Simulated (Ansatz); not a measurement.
Values for one crystal, relaxed and computed with DFT-r²SCAN in the program Ansatz with PAW potentials; other levels are named.

- Volume per atom = 11.00 Å³
- Band gap = 4.92 eV (indirect)
- Electron effective mass = 1.2, 1.2, 5.1 mₑ (principal values)
- Conduction-band minimum = at Γ
- Static dielectric constant ε0 (ions relaxed, cell fixed) = 69.8 (xx = yy), 10.6 (zz)
- Bulk modulus (Birch–Murnaghan fit) = 162 GPa
- Smallest direct gap on the standard path = 5.02 eV

**Question.** Which compound is it?
A. Ba2Zn3As2O2, I4/mmm (Pearson symbol tI18)
B. ScOF, P4/nmm (Sc on 2c, O on 2b, F on 2a)
C. MgO, rock salt
D. Ce2SeO2, P-3m1 (Ce on 2d, Se on 1b, O on 2d)

**Answer.** B, ScOF, P4/nmm (Sc on 2c, O on 2b, F on 2a)

The workflow started from a Materials Project entry (that database holds measured and hypothetical structures alike); the Crystallography Open Database copy checked does not list it. Its standing as an ambient phase is unchecked. Symmetry was held in the r²SCAN relaxation; whether a distortion lowers the energy is not shown. The run is not spin-polarised.

Potentials: the later of the program's two PAW sets.
